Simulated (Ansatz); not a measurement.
**HfO2 with Se replacing O: gradients before and after relaxing the atoms**

Start: a supercell of HfO2 (fluorite type, Fm-3m) built from an entry of the Crystallography Open Database (COD), with all atoms left at the host's positions.

```
Hf Se O
1.0
     0.00000    5.11500    5.11500
     5.11500    0.00000    5.11500
     5.11500    5.11500    0.00000
Hf Se O
8 1 15
Direct
  0.00000 0.00000 0.00000
  0.00000 0.00000 0.50000
  0.00000 0.50000 0.00000
  0.00000 0.50000 0.50000
  0.50000 0.00000 0.00000
  0.50000 0.00000 0.50000
  0.50000 0.50000 0.00000
  0.50000 0.50000 0.50000
  0.12500 0.12500 0.12500
  0.12500 0.12500 0.62500
  0.12500 0.62500 0.12500
  0.12500 0.62500 0.62500
  0.62500 0.12500 0.12500
  0.62500 0.12500 0.62500
  0.62500 0.62500 0.12500
  0.62500 0.62500 0.62500
  0.37500 0.37500 0.37500
  0.37500 0.37500 0.87500
  0.37500 0.87500 0.37500
  0.37500 0.87500 0.87500
  0.87500 0.37500 0.37500
  0.87500 0.37500 0.87500
  0.87500 0.87500 0.37500
  0.87500 0.87500 0.87500
```

Atoms are numbered from 1 in the order listed; like atoms form one site, named after its first atom.

Level of theory: DFT, PBE, plane waves and PAW, scalar-relativistic, 420 eV cutoff, Γ-centred 3×3×3 k-points, Fermi–Dirac smearing 0.01 eV (Ansatz 0.2.0).

The largest force at the start is 8.4 eV/Å. Relaxing the ions at fixed cell moves them by 0.179 Å at most (atom 2, Hf) and 0.101 Å rms.

```csv
site,atom,moved (Å),first shell before,first shell after,V_zz before (10²¹ V/m²),η before
Hf1,1,0.179,"7 O at 2.21 Å, 1 Se at 2.21 Å","7 O at 2.04–2.34 Å, 1 Se at 2.39 Å",-12.67,0.00
Hf4,4,0.054,8 O at 2.21 Å,8 O at 2.13–2.27 Å,-0.15,0.00
Se,9,0.000,4 Hf at 2.21 Å,4 Hf at 2.39 Å,0.00,–
O10,10,0.066,4 Hf at 2.21 Å,4 Hf at 2.12–2.27 Å,-0.10,0.16
O18,18,0.116,4 Hf at 2.21 Å,4 Hf at 2.13–2.34 Å,-0.24,0.26
```

Task: What are V_zz and η after the relaxation?

Result: 

```
site  atom  V_zz after  η after  change of V_zz
 Hf1     1      -16.79     0.00           -4.12
 Hf4     4       -0.60     0.00           -0.45
  Se     9        0.00        –            0.00
 O10    10        0.80     0.20           +0.90
 O18    18       -1.15     0.60               –
```

The largest change of V_zz along a kept axis is on Hf1, from -12.67 to -16.79. Small gradients that grow severalfold: O18 (-0.24 to -1.15). In per cent, |V_zz| changes by +33 on Hf (all sites that start above 0.5). V_zz changes sign on O10 (same axis). On O18 the largest principal value lies along another axis in the second run, so the two V_zz can't be compared directly. Other sites without a gradient aren't listed.

The defect repeats with the cell of 24 atoms, so it feels its images: sites between two images don't show the values beside a lone defect, and zeros or small values of η there can come from the images' arrangement. This high-symmetry form of HfO2 is unstable when cold, to shifts of the oxygen columns, towards the tetragonal form. The symmetry of the cell holds that distortion back, wholly or in part, and it would change the field gradients, the more the larger the distortion. Without spin–orbit coupling the gradients at and beside Hf can be off by some per cent, at some sites by more. The cell keeps the host's lattice, where the PBE pressure is 17 GPa.
Before: The neighbours have not yet relaxed around the defect (largest force 8.4 eV/Å), so the values at and beside it are those of a strained start, not of the defect in a real crystal.
After: The relaxation keeps the site symmetry -43m of the start, so the impurity can't leave its site; a start off the site could end lower.
